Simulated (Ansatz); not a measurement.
KCaCl$_{3}$: tetragonal deformation path

Computed with DFT PBEsol, scalar-relativistic, plane waves, PAW (Ansatz 0.2.0). Settings: plane waves to 420 eV, k-mesh 6×6×6 (Γ-centred), Gaussian smearing 0.05 eV. No spin polarisation. Energies are free energies at this smearing, counted from the undisturbed cell; pressure is positive in compression.

Zero of the scan (relaxed at this level; it needn't be the usual structure):

```yaml
crystal:
  lattice:
    - [5.30577, 0.00000, 0.00000]
    - [0.00000, 5.30577, 0.00000]
    - [0.00000, 0.00000, 5.30577]
  atoms:
    - { symbol: K, position: [0.00000, 0.00000, 0.00000] }
    - { symbol: Ca, position: [0.50000, 0.50000, 0.50000] }
    - { symbol: Cl, position: [0.00000, 0.50000, 0.50000] }
    - { symbol: Cl, position: [0.50000, 0.00000, 0.50000] }
    - { symbol: Cl, position: [0.50000, 0.50000, 0.00000] }
```

At fixed volume and fractional coordinates, lengths along (0.000, 0.000, 1.000) are scaled against those across it; ρ is that ratio over its starting value.

```csv
ρ,ΔE (meV/atom)
0.650,1153.5
0.707,654.7
0.780,287.8
0.850,108.1
0.920,25.5
0.960,5.8
1.000,0.0
1.050,7.5
1.100,27.3
1.200,94.0
1.300,187.5
1.414,320.9
1.500,438.9
```

Symmetry holds off the tilts and polar distortions that many cubic perovskites undergo.

Cost: 13 runs of about 4.1 core-minutes in all, on Intel Xeon Processor @ 2.50GHz (Skylake/Cascade Lake) (shared hosts).